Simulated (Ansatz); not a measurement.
Data:

NaCl:
```
NaCl
1.0
    0.00000     2.80101     2.80101
    2.80101     0.00000     2.80101
    2.80101     2.80101     0.00000
Na Cl
1 1
Cartesian
  0.00000   0.00000   0.00000
  2.80101   2.80101   2.80101
```

This is the PBEsol-relaxed structure.

### Question
All from DFT-PBEsol in the program Ansatz with PAW potentials, unless another level is named. Predict the highest zone-centre frequency (without LO–TO term).

### Answer
166 cm⁻¹.

### Question
Predict the vibrational entropy at 300 K.

### Answer
36.3 J/(K·mol of atoms).

### Question
And the elastic constants (relaxed ions, GPa)?

### Answer
C11 = 54.8, C12 = 11.4, C44 = 12.1.

### Question
What about the zero-point energy?

### Answer
26.5 meV/atom.

Space group Fm-3m (rock salt). The cell was relaxed with PBEsol under the symmetry of its start; phonons on a q-mesh show no instability.

Potentials: the later of the program's two PAW sets.
